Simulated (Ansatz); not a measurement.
Axial (c/a) deformation path in Mg

Level of theory: DFT PBEsol, scalar-relativistic, plane waves, PAW (Ansatz 0.2.0). Cutoff 420 eV, Γ-centred 18×18×10 k-points, Gaussian smearing of 0.15 eV. No spin polarisation. Energies are free energies at this smearing, counted from the undisturbed cell; pressure is positive in compression.

Zero of the scan (as given, not relaxed at this level; it stands at -1.1 GPa):

```xyz
2
Lattice="3.2093 0.0000 0.0000 -1.6046 2.7793 0.0000 0.0000 0.0000 5.2103" Properties=species:S:1:pos:R:3 pbc="T T T"
Mg    0.0000    1.8529    1.3026
Mg    1.6046    0.9264    3.9077
```

At fixed volume and fractional coordinates, lengths along (0.000, 0.000, 1.000) are scaled against those across it; ρ is that ratio over its starting value. The cell is metallic on the mesh throughout.

| ρ | ΔE (meV/atom) | pressure (GPa) |
| --- | --- | --- |
| 0.800 | 101.2 | 0.4 |
| 0.850 | 56.0 | -0.2 |
| 0.920 | ? | ? |
| 0.960 | ? | ? |
| 1.000 | 0.0 | -1.1 |
| 1.050 | 5.7 | -1.0 |
| 1.100 | 20.6 | -0.7 |
| 1.200 | 69.2 | 0.4 |
| 1.300 | 151.0 | 2.2 |

**Question.** Give the withheld values.

**Answer.** ΔE (meV/atom) at ρ = 0.920: 13.9; pressure (GPa) at ρ = 0.920: -0.8; ΔE (meV/atom) at ρ = 0.960: 2.6; pressure (GPa) at ρ = 0.960: -1.1.

Cost: 9 runs of about 0.98 core-minutes in all, on Arm Neoverse V1 (shared hosts).